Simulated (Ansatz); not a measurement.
Total density of states per atom from r²SCAN (plane waves, PAW; program Ansatz), in 0.25 eV bins, energy from the Fermi level:

```csv
E (eV),states/eV/atom
-7.85,0.30
-7.60,0.29
-7.35,0.30
-7.10,0.31
-6.85,0.33
-6.60,0.44
-6.35,0.91
-6.10,0.80
-5.85,0.73
-5.60,0.28
-5.35,0.02
-5.10,0.05
-4.85,0.10
-4.60,0.18
-4.35,0.32
-4.10,0.50
-3.85,0.54
-3.60,0.81
-3.35,1.91
-3.10,1.15
-2.85,0.71
-2.60,1.21
-2.35,1.41
-2.10,2.30
-1.85,1.84
-1.60,2.05
-1.35,2.46
-1.10,1.46
-0.85,1.10
-0.60,1.30
-0.35,0.63
-0.10,0.41
0.15,0.21
0.40,0.24
0.65,0.28
0.90,0.36
1.15,0.50
1.40,0.31
1.65,0.34
1.90,0.45
2.15,0.48
2.40,0.52
2.65,0.47
2.90,0.40
3.15,0.34
3.40,0.21
3.65,0.18
3.90,0.25
4.15,0.33
4.40,0.25
4.65,0.19
```

Task: Which of these materials gives this?
A) In2Rh3S2, R-3m (In on 3a, In on 3b, Rh on 9d, S on 6c)
B) YSi2Ni2, I4/mmm (Y on 2a, Si on 4e, Ni on 4d)
C) InNi3N, anti-perovskite
D) NiGe, Pnma (Ni on 4c, Ge on 4c)

Result: C, InNi3N, anti-perovskite. Within 0.5 eV of the Fermi level: Ni 3d 70 %, N 2p 15 %, In 5p 6 %. Projections are on Löwdin-orthogonalised atomic valence shells; empty p or d shells of many metals are not among them.

Space group Pm-3m (anti-perovskite). The workflow started from a Materials Project entry (that database holds measured and hypothetical structures alike); the Crystallography Open Database copy checked does not list it. Its standing as an ambient phase is unchecked. Symmetry was held in the r²SCAN relaxation; whether a distortion lowers the energy is not shown. The run is not spin-polarised. Scalar-relativistic: spin–orbit coupling is off unless named, which matters more the heavier the elements.

Potentials: the later of the program's two PAW sets.
